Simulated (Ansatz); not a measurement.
A relaxed cell of Te₃Pb₄Se is given with its symmetry left out. The cell was found from a structure generator's guess, not taken from experiment.

The calculation used DFT PBE, scalar-relativistic, plane waves, PAW in Ansatz 0.2.0. Cutoff 420 eV, Γ-centred mesh, Gaussian smearing, no spin polarisation.

```xyz
8
Lattice="4.5935 0.0000 0.0000 0.0000 4.5935 0.0000 0.0000 0.0000 12.9610" Properties=species:S:1:pos:R:3 pbc="T T T"
Te    2.2967    2.2967    3.2283
Te    0.0000    0.0000    6.4805
Te    2.2967    2.2967    9.7327
Pb    0.0000    0.0000    3.1312
Pb    2.2967    2.2967    6.4805
Pb    0.0000    0.0000    9.8299
Pb    2.2967    2.2967    0.0000
Se    0.0000    0.0000    0.0000
```

Formation energies are uncorrected and refer to the elements' standard structures at the same level.

Question: What space group does it have?

Answer: P4/mmm (No. 123), with Te and Se ordered on rock salt sites. Conventional cell: a = 4.593 Å, c = 12.961 Å. Around Te on a site of symmetry 4mm lie 6 Pb at 3.23–3.25 Å; around Te on a site of symmetry 4/mmm lie 6 Pb at 3.25–3.35 Å; Pb on a site of symmetry 4mm has 1 Se at 3.13 Å and 5 Te at 3.25–3.35 Å; Se is surrounded by 6 Pb at 3.13–3.25 Å; 2 more sites not described.

Question: How far does it lie from the elements in energy?

Answer: −0.430 eV/atom. It lies below the elements, which doesn't yet make it stable against other compounds or structures.

Question: Is it a metal?

Answer: No, the gap on the 8×8×4 mesh is 0.44 eV.

The last run used an 8×8×4 mesh (in the run's order of axes) for its 8-atom cell and Gaussian smearing of 0.02 eV. These runs have no spin–orbit coupling, which can matter for Pb and Te. Kohn–Sham gaps at this level usually fall short of measured ones. The missing spin–orbit coupling can work the other way here. The reference forms of Se and Te are held partly by dispersion forces, which this level lacks. Symmetry constrained the relaxation, so the result can be a saddle point.
